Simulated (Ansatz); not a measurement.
## Bi₂Se₃ at a changed volume — Bi-209 nuclear quadrupole resonance

Cell: a structure deposited in the COD, relaxed with PBE at fixed cell and then changed (volume scaled by 0.96, ions relaxed).

```
Bi Se
1.0
     1.93840    1.11914    9.01910
    -1.93840    1.11914    9.01910
     0.00000   -2.23828    9.01910
Bi Se
2 3
Direct
  0.59706 0.59706 0.59706
  0.40294 0.40294 0.40294
  0.79676 0.79676 0.79676
  0.20324 0.20324 0.20324
  0.00000 0.00000 0.00000
```

Sites (sets of like atoms) are named by element and the number of their first atom in this list.

Level of theory: DFT, PBE, plane waves and PAW, scalar-relativistic, 420 eV cutoff, Γ-centred 14×14×14 k-points, Fermi–Dirac smearing 0.05 eV (Ansatz 0.2.0).

Bi-209: I = 9/2, Q = -516.0 mb (year-2017 value). Static lattice, zero field.

(1) At which frequencies do the Bi-209 NQR lines lie?

## Answers

(1) For I = 9/2 and η = 0 the lines are |C_Q|/24 times 1, 2, 3 and 4; η shifts the lowest up most.

| site | atoms | V_zz (10²¹ V/m²) | C_Q (MHz) | η | line frequencies (MHz) |
| --- | --- | --- | --- | --- | --- |
| Bi | 1, 2 | 3.13 | -39.0 | 0.00 | 1.63, 3.25, 4.88, 6.50 |

An axis of threefold or higher order runs through Bi, so V_zz lies along it and η is zero.

The run finds no gap above 0.1 eV (a metal, or nearly one), so the gradients can move by 10 % or more with the k-mesh. Spin–orbit coupling is left out, which shifts gradients on Bi by a few per cent in wide-gap crystals, and can shift them far more where the calculated gap is small or absent, as here. Newer work puts Q(²⁰⁹Bi) near −420 mb, which would lower these couplings by about a fifth. At this changed cell the PBE pressure is 16 GPa.

The relaxation (4 steps) took 3.6 min of wall time (3.4 min of CPU time) and 1.5 GiB at its peak, on 1 thread of Intel Xeon 6975P-C (Granite Rapids) (x86_64; 16 cores open to the job, memory cap 3.0 GiB, no GPU), a shared host with a load of 0.5 a core.
